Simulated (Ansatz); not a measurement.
Here is the system:

KCu₄Se₃:
```
KCu4Se3
1.0
    3.92013     0.00000     0.00000
    0.00000     3.92013     0.00000
    0.00000     0.00000     9.74567
Cu Se K
4 3 1
Direct
  0.00000   0.50000   0.16177
  0.50000   0.00000   0.16177
  0.00000   0.50000   0.83823
  0.50000   0.00000   0.83823
  0.50000   0.50000   0.00000
  0.00000   0.00000   0.30356
  0.00000   0.00000   0.69644
  0.50000   0.50000   0.50000
```

This is the PBEsol-relaxed structure.

Problem. All from PBEsol in the plane-wave PAW code Ansatz, unless another level is named. Estimate the electronic character.

Solution. metallic (no gap).

Problem. Give the density of states at the Fermi level.

Solution. 0.35 states/eV per atom (mean over ±0.08 eV).

Problem. Give the gap with spin–orbit coupling.

Solution. none (metallic).

Space group P4/mmm. The workflow started from an entry of the Crystallography Open Database (COD, 293 K). Its standing as an ambient phase is unchecked. Symmetry was held in the PBEsol relaxation; whether a distortion lowers the energy is not shown. The run is not spin-polarised. With an odd number of electrons in the cell and no spin polarisation, the count alone makes it a metal. Spin–orbit coupling is left out wherever it is not named.

Potentials: the later of the program's two PAW sets.
